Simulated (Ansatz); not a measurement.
## Relaxation path: BN (zincblende type)

DFT, r2SCAN, PAW with Ansatz's default frozen-core files, scalar-relativistic (Ansatz 0.2.0); a Γ-centred 13×13×13 k mesh, Fermi–Dirac smearing of 0.02 eV, no spin polarisation. The run relaxes cell and atoms at a target pressure of 0 GPa.

Command: `ansatz run input.yaml --threads 2 --pin off --max-ram 4096MiB --backend cpu --events-out ev --progress --plain --runs-dir out` It took 9.6 s on 2 threads of Intel(R) Xeon(R) Platinum 8375C CPU @ 2.90GHz (Ice Lake), with other jobs on the host, peak memory 0.43 GiB.

PAW: frozen-core files, cutoff 500 eV; forces are relaxed below 0.005 eV/Å.

Each step lists its free energy a cell above the last geometry, the pressure, the cell vectors (Å), and Cartesian positions (Å) with forces (eV/Å).

The first step:

```
step 1  dF = 2977.11 meV  P = -74.8 GPa
  cell 0.0000 2.1544 2.1544  2.1544 0.0000 2.1544  2.1544 2.1544 0.0000
  B 0.0000 0.0000 0.0000   0.0000 0.0000 0.0000
  N 1.0772 1.0772 1.0772   0.0000 0.0000 0.0000
```

The PAW files were made under PBE.

Where does the relaxation end, and by which steps?

After 6 geometries, with conventional a, b, c = 3.610, 3.610, 3.610 Å, at 5.879 Å³/atom (-41.21 % against the start) in space group F-43m, with a shortest distance of 1.563 Å. The further steps:
```
step 2  dF = 1681.58 meV  P = -72.6 GPa
  cell 0.0000 2.0494 2.0494  2.0494 0.0000 2.0494  2.0494 2.0494 0.0000
  B 0.0000 0.0000 0.0000   0.0000 0.0000 0.0000
  N 1.0247 1.0247 1.0247   0.0000 0.0000 0.0000
step 3  dF = 634.12 meV  P = -57.8 GPa
  cell 0.0000 1.9444 1.9444  1.9444 0.0000 1.9444  1.9444 1.9444 0.0000
  B 0.0000 0.0000 0.0000   0.0000 0.0000 0.0000
  N 0.9722 0.9722 0.9722   0.0000 0.0000 0.0000
step 4  dF = 38.68 meV  P = -18.68 GPa
  cell 0.0000 1.8367 1.8367  1.8367 0.0000 1.8367  1.8367 1.8367 0.0000
  B 0.0000 0.0000 0.0000   0.0000 0.0000 0.0000
  N 0.9183 0.9183 0.9183   0.0000 0.0000 0.0000
step 5  dF = 0.01 meV  P = 0.30 GPa
  cell 0.0000 1.8043 1.8043  1.8043 0.0000 1.8043  1.8043 1.8043 0.0000
  B 0.0000 0.0000 0.0000   0.0000 0.0000 0.0000
  N 0.9022 0.9022 0.9022   0.0000 0.0000 0.0000
step 6  dF = 0.00 meV  P = 0.00 GPa
  cell 0.0000 1.8048 1.8048  1.8048 0.0000 1.8048  1.8048 1.8048 0.0000
  B 0.0000 0.0000 0.0000   0.0000 0.0000 0.0000
  N 0.9024 0.9024 0.9024   0.0000 0.0000 0.0000
step 7  dF = 2.79 meV  P = 0.04 GPa  (same geometry on a basis chosen anew; earlier energies don't compare to the last digit)
  cell 0.0000 1.8048 1.8048  1.8048 0.0000 1.8048  1.8048 1.8048 0.0000
  B 0.0000 0.0000 0.0000   0.0000 0.0000 0.0000
  N 0.9024 0.9024 0.9024   0.0000 0.0000 0.0000
```
